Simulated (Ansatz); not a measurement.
The relaxed structure here is a generated cell of TiTe2: the first start was made by placing the elements on the sites of a structure type, and the end was not matched to a known phase here, so it may be hypothetical. Known forms of TiTe2 include space group No. 164.

One starting cell of TiTe$_{2}$ (a generated cell, TiTe2 placed in the fluorite structure type) was relaxed twice with Ansatz (plane waves, PAW, scalar-relativistic): with r2SCAN at 500 eV and with PBE at 420 eV. The r2SCAN result:

```xyz
3
Lattice="0.0000 3.4405 3.4405 3.4405 0.0000 3.4405 3.4405 3.4405 0.0000" Properties=species:S:1:pos:R:3 pbc="T T T"
Ti     0.0000     0.0000     0.0000
Te     1.7203     1.7203     1.7203
Te     5.1608     5.1608     5.1608
```

| quantity | r2SCAN | PBE |
|---|---|---|
| space group | Fm-3m | Fm-3m |
| volume (Å³/atom) | 27.15 | ___ |
| a (Å) | 6.881 | ___ |
| gap (eV, no spin-orbit coupling) | 0.00 | ___ |

Problem. Fill in the PBE column.

Solution. 
- volume (Å³/atom), PBE: 27.22
- a (Å), PBE: 6.887
- gap (eV, no spin-orbit coupling), PBE: 0.00

Both levels end in the same structure; PBE's volume is within 0.5 % of r2SCAN's. Neither column is exact.

No spin polarisation in the result. A magnetic state may lie lower.

The run could not lower the symmetry of its start; a shaken copy of this end point relaxes with r2SCAN to C2/c (No. 15), 0.22 eV/atom lower.

Ansatz is a quantum-chemistry and plane-wave program.
